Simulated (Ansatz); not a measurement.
Relaxed MgS (rock salt):

```yaml
crystal:
  lattice:
    - [0.00000, 2.61485, 2.61485]
    - [2.61485, 0.00000, 2.61485]
    - [2.61485, 2.61485, 0.00000]
  atoms:
    - { symbol: S, position: [0.00000, 0.00000, 0.00000] }
    - { symbol: Mg, position: [0.50000, 0.50000, 0.50000] }
```

A phonon eigenvector at Γ is frozen into this cell: atom i moves by Q times the vector below, so Q is the largest atomic displacement, in Å. The cell is held. It is one choice among 3 degenerate patterns.

| atom | x | y | z |
|---|---|---|---|
| S1 | 0.000 | 0.000 | 0.758 |
| Mg2 | 0.000 | 0.000 | -1.000 |

All values below come from PBE (plane waves to 420 eV, PAW, scalar-relativistic; Ansatz, a quantum-chemistry and plane-wave program). k mesh 11×11×11 (Γ-centred), Fermi-Dirac smearing 0.05 eV. Energies are smeared free energies. MgS was relaxed with its symmetry unable to fall. ΔE is measured from the undisplaced structure.

| Q (Å) | ΔE (meV/cell) |
|---|---|
| -0.1000 | 43.3 |
| -0.0833 | 29.2 |
| -0.0667 | withheld |
| -0.0500 | 10.1 |
| -0.0333 | 4.4 |
| -0.0167 | 1.1 |
| 0.0000 | 0.0 |
| 0.0167 | 1.1 |
| 0.0333 | 4.4 |
| 0.0500 | 10.1 |
| 0.0667 | withheld |
| 0.0833 | 29.2 |
| 0.1000 | 43.3 |

**Question.** Fit an even polynomial form (powers 2, 4) to the given rows and predict ΔE at Q = 0.0667.

**Answer.** Least squares on the 11 given rows: ΔE = (3936)·Q² + (39400)·Q⁴, in meV/cell with Q in Å; root-mean-square residual 0.01 meV/cell. At 0.0667 the fit gives 18.3 meV/cell; the calculation gives 18.3 meV/cell, the same to the digits shown. The quadratic term alone would give 17.5 meV/cell.

(For displaced atoms, the force is minus the slope of the energy, and its curvature is a force constant, which sets phonon frequencies.)
